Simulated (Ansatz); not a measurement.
Starting cell, GaP (zinc blende):

```
GaP
1.0
    0.00000     5.50645     5.50645
    2.75322     2.75322     5.50645
    2.75322     2.75322     0.00000
P Ga
2 2
Direct
  0.00000   0.75000   0.75000
  0.50000   0.75000   0.75000
  0.00000   0.00000   0.00000
  0.50000   0.00000   0.00000
```

The atoms are displaced by Q × the pattern below (from a DFPT mode at X = (0.5, 0.5, 0.0), largest move 1; Q in Å), at fixed cell. (q is in reciprocal vectors of the primitive cell; the cell shown is doubled to hold the pattern.)

```json
[
 {"atom": "Ga3", "x": "0.000", "y": "0.000", "z": "1.000"},
 {"atom": "Ga4", "x": "0.000", "y": "0.000", "z": "-1.000"}
]
```

Atoms not listed stay in place.

Computed with PBE (plane waves to 420 eV, PAW, scalar-relativistic; Ansatz, a quantum-chemistry and plane-wave program). k mesh 10×10×10 (Γ-centred), Fermi-Dirac smearing 0.05 eV. Energies are smeared free energies. GaP was relaxed with its symmetry unable to fall. The PAW data are Ansatz's earlier set. ΔE is measured from the undisplaced structure.

```
Q (Å)   ΔE (eV/cell)
------  ------------
-0.180         0.478
-0.120         0.214
-0.060         0.054
0.000          0.000
0.060          0.054
0.120          0.214
0.180          0.478
```

Question: Which DFPT wavenumber at X = (0.5, 0.5, 0.0) belongs to this mode?
A. 341 cm⁻¹
B. 102 cm⁻¹
C. 241 cm⁻¹

Answer: C, 241 cm⁻¹. The curvature of the scan gives 241 cm⁻¹

(A displaced cell: forces are minus the slopes of the energy, force constants its curvatures, and phonons follow from these.)
